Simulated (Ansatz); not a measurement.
LiAl3 (Cu3Au type, Pm-3m), the program Ansatz at the LDA level (PAW), all energies at zero smearing, with the estimated change up to a 700 eV cutoff added, with one set of potentials and settings (totals compare only within such a set). Cell of 4 atoms (1 Li, 3 Al): -1740.703 eV.

```tsv
element	reference phase	E (eV/atom)
Li	P6_3/mmc, 2 atoms in the cell	-201.6436
Al	Fm-3m, 1 atoms in the cell	-512.8755
```

Formation energy per atom, worked out: (-1740.703 − 1×(-201.6436) − 3×(-512.8755))/4 = -0.108 eV/atom (-10 kJ per mol of atoms), at 0 K, without zero-point energy or fitted corrections.

The first step of the workflow began from a Materials Project structure, measured or hypothetical; the Crystallography Open Database copy checked does not list it. With Li and Al taken as one species the cell has the higher symmetry Fm-3m, so it may be an ordered model of a mixed-site phase. Its standing as an ambient phase is unchecked. The cell was relaxed with LDA under the symmetry of its start; of distortions, only those at the zone centre were tested. The references are the lowest solids computed at this level, not always the standard phases.

Potentials: the later of the program's two PAW sets.
